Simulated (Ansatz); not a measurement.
Sb$_{2}$O$_{5}$:
```cif
data_O20Sb8
_chemical_formula_sum 'Sb8 O20'
_space_group_name_H-M_alt 'Cmcm'
_space_group_IT_number 63
_space_group_name_Hall '-C 2c 2'
_cell_length_a 3.93443
_cell_length_b 10.07832
_cell_length_c 9.68588
_cell_angle_alpha 90.000
_cell_angle_beta 90.000
_cell_angle_gamma 90.000
loop_
_atom_site_label
_atom_site_type_symbol
_atom_site_symmetry_multiplicity
_atom_site_Wyckoff_symbol
_atom_site_fract_x
_atom_site_fract_y
_atom_site_fract_z
_atom_site_occupancy
Sb1 Sb 8 f 0.00000 0.36512 0.06478 1
O1 O 4 c 0.00000 0.29360 0.25000 1
O2 O 8 f 0.00000 0.55013 0.11892 1
O3 O 8 f 0.00000 0.18359 0.53670 1
```
(The calculation used a cell of 14 atoms; values per cell refer to that cell.)

Relaxed with r²SCAN.

Q: Which orbitals make up the states near the band edges in plane-wave PAW r²SCAN (Ansatz code)?

A: Top 1 eV of the valence band: O 2p 96 %. Bottom 1 eV of the conduction band: Sb 5s 45 %, O 2p 33 %, O 2s 15 %. Projections are on Löwdin-orthogonalised atomic valence shells; empty p or d shells of many metals are not among them.

Q: Tabulate the density of states.

A: States/eV per cell of 14 atoms, in 0.25 eV bins, energy from the valence-band maximum.

```tsv
E (eV)	total	O 2p	Sb 5p	Sb 5s
-7.85	1.58	0.94	0.18	0.32
-7.60	2.37	1.53	0.40	0.30
-7.35	2.51	1.67	0.46	0.24
-7.10	1.51	1.00	0.26	0.16
-6.85	1.13	0.73	0.18	0.16
-6.60	1.27	0.82	0.20	0.17
-6.35	3.92	2.71	0.78	0.22
-6.10	5.64	4.03	1.15	0.20
-5.85	7.65	5.54	1.52	0.21
-5.60	4.77	3.49	0.88	0.13
-5.35	7.36	5.47	1.28	0.15
-5.10	7.36	5.48	1.23	0.16
-4.85	5.62	4.22	0.90	0.10
-4.60	5.58	4.24	0.82	0.08
-4.35	7.02	5.50	0.93	0.08
-4.10	6.45	5.15	0.77	0.06
-3.85	6.96	5.71	0.69	0.05
-3.60	8.22	7.17	0.54	0.05
-3.35	7.26	6.52	0.36	0.04
-3.10	8.48	7.72	0.36	0.04
-2.85	10.08	9.47	0.26	0.02
-2.60	11.80	11.21	0.20	0.03
-2.35	9.22	8.79	0.14	0.02
-2.10	6.32	5.97	0.15	0.01
-1.85	11.99	11.39	0.26	0.02
-1.60	19.24	18.61	0.17	0.01
-1.35	14.92	14.46	0.13	0.02
-1.10	13.59	13.28	0.07	0.01
-0.85	7.36	7.15	0.03	0.01
-0.60	0.28	0.27	0.00	0.00
-0.35	3.69	3.53	0.02	0.01
-0.10	4.03	3.87	0.01	0.01
0.15	0.00	0.00	0.00	0.00
0.40	0.00	0.00	0.00	0.00
0.65	0.00	0.00	0.00	0.00
0.90	0.00	0.00	0.00	0.00
1.15	0.01	0.00	0.00	0.00
1.40	0.13	0.04	0.00	0.06
1.65	0.24	0.08	0.01	0.11
1.90	0.41	0.14	0.02	0.18
2.15	0.54	0.19	0.03	0.24
2.40	0.66	0.23	0.04	0.28
2.65	1.05	0.38	0.07	0.44
2.90	1.28	0.47	0.10	0.53
3.15	1.55	0.58	0.12	0.65
3.40	2.26	0.88	0.15	0.97
3.65	2.05	0.78	0.15	0.88
3.90	2.45	0.95	0.16	1.08
4.15	2.78	1.10	0.18	1.21
4.40	3.24	1.33	0.21	1.39
4.65	2.46	1.02	0.16	1.05
4.90	2.49	1.06	0.15	1.07
5.15	2.87	1.23	0.18	1.24
5.40	3.07	1.32	0.19	1.34
5.65	1.63	0.69	0.14	0.70
5.90	0.81	0.34	0.07	0.36
```

The first step of the workflow began from a Materials Project structure, measured or hypothetical; the Crystallography Open Database copy checked does not list it. COD files the formula under space group No. 15, so this cell is another polymorph or a model. Its standing as an ambient phase is unchecked. The cell was relaxed with r²SCAN under the symmetry of its start; whether a distortion lowers the energy is not shown. Scalar-relativistic: spin–orbit coupling is off unless named, which matters more the heavier the elements.

Potentials: the later of the program's two PAW sets.
